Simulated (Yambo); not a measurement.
GaAlN2 (space group P3m1, No. 156), G0W0@PBEsol in Yambo with this input:

```
rim_cut
gw0
dyson
el_el_corr
HF_and_locXC
ppa
em1d
RandQpts= 1000000
RandGvec= 1 Ry
EXXRLvcs= 84 Ry
VXCRLvcs= 336 Ry
Chimod= "HARTREE"
% BndsRnXp
 1 | 104 |
%
NGsBlkXp= 10 Ry
% LongDrXp
 1.0 | 1.0 | 1.0 |
%
PPAPntXp= 27.2114 eV
% GbndRnge
 1 | 104 |
%
GTermKind= "BG"
DysSolver= "n"
ExtendOut
```

On a 6×6×4 mesh, with wavefunctions cut at 84 Ry, the gap (Γ → Γ) is 3.777 eV and the valence edge shifts by -0.451 eV.

Task: What happens with this change: no terminator?

Result: The gap falls by 0.097 eV, to 3.680 eV; the shift of the valence edge becomes -0.233 eV. Neither run is shown to be the converged limit.

The standard potential for Ga keeps a d shell in the valence without the s and p states of that shell. In tests on such compounds this moved G0W0 gaps by up to about 0.9 eV, so absolute quasiparticle energies here are unreliable; differences between settings are what counts.

Spin-orbit coupling is not included.

Geometry relaxed with PBEsol; primitive cell a = 3.1467 Å, b = 3.1467 Å, c = 5.0982 Å, α = 90.00°, β = 90.00°, γ = 120.00°.

The structure is a Materials Project entry; no match was found in the copy of COD used, and its stability was not checked.

A shift is the quasiparticle energy of the state minus its PBEsol energy.
